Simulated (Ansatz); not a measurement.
Starting cell, Ru (hcp, Mg type):

```
CELL_PARAMETERS angstrom
      5.44432     0.00000     0.00000
     -1.36108     2.35746     0.00000
      0.00000     0.00000     4.29083
ATOMIC_POSITIONS crystal
  Ru 0.16667 0.66667 0.75000
  Ru 0.66667 0.66667 0.75000
  Ru 0.33333 0.33333 0.25000
  Ru 0.83333 0.33333 0.25000
```

The atoms are displaced by Q × the pattern below (from a DFPT mode at M = (0.5, 0.0, 0.0), largest move 1; Q in Å), at fixed cell. (q is in reciprocal vectors of the primitive cell; the cell shown is doubled to hold the pattern.)

```json
[
 {"atom": "Ru1", "x": "0.000", "y": "0.000", "z": "-1.000"},
 {"atom": "Ru2", "x": "0.000", "y": "0.000", "z": "1.000"},
 {"atom": "Ru3", "x": "0.000", "y": "0.000", "z": "-1.000"},
 {"atom": "Ru4", "x": "0.000", "y": "0.000", "z": "1.000"}
]
```

All values below come from PBE (plane waves to 420 eV, PAW, scalar-relativistic; Ansatz, a first-principles code). k mesh 10×20×11 (Γ-centred), Fermi-Dirac smearing 0.05 eV. Energies are smeared free energies. With partly filled bands, energies and forces of such displacements shift with the k mesh and the smearing. Ru is run without spin polarisation. Ru was relaxed with its symmetry unable to fall. ΔE is measured from the undisplaced structure.

Successive frames, forces in eV/Å:

```csv
frame,ΔE (meV/cell),F on Ru1,F on Ru2,F on Ru3,F on Ru4
Q = -0.067 Å,98,"(0.132, 0.076, -0.747)","(0.132, 0.076, 0.747)","(-0.132, -0.076, -0.747)","(-0.132, -0.076, 0.747)"
Q = -0.050 Å,55,"(0.075, 0.043, -0.551)","(0.075, 0.043, 0.551)","(-0.075, -0.043, -0.551)","(-0.075, -0.043, 0.551)"
Q = -0.033 Å,24,"(0.033, 0.019, -0.363)","(0.033, 0.019, 0.363)","(-0.033, -0.019, -0.363)","(-0.033, -0.019, 0.363)"
```

### Question
What are the energy and the forces in the next frame, Q = -0.017 Å?

### Answer
ΔE (meV/cell) = 6.

```json
[
 {"atom": "Ru1", "Fx": "0.008", "Fy": "0.005", "Fz": "-0.180"},
 {"atom": "Ru2", "Fx": "0.008", "Fy": "0.005", "Fz": "0.180"},
 {"atom": "Ru3", "Fx": "-0.008", "Fy": "-0.005", "Fz": "-0.180"},
 {"atom": "Ru4", "Fx": "-0.008", "Fy": "-0.005", "Fz": "0.180"}
]
```

(A displaced cell: forces are minus the slopes of the energy, force constants its curvatures, and phonons follow from these.)
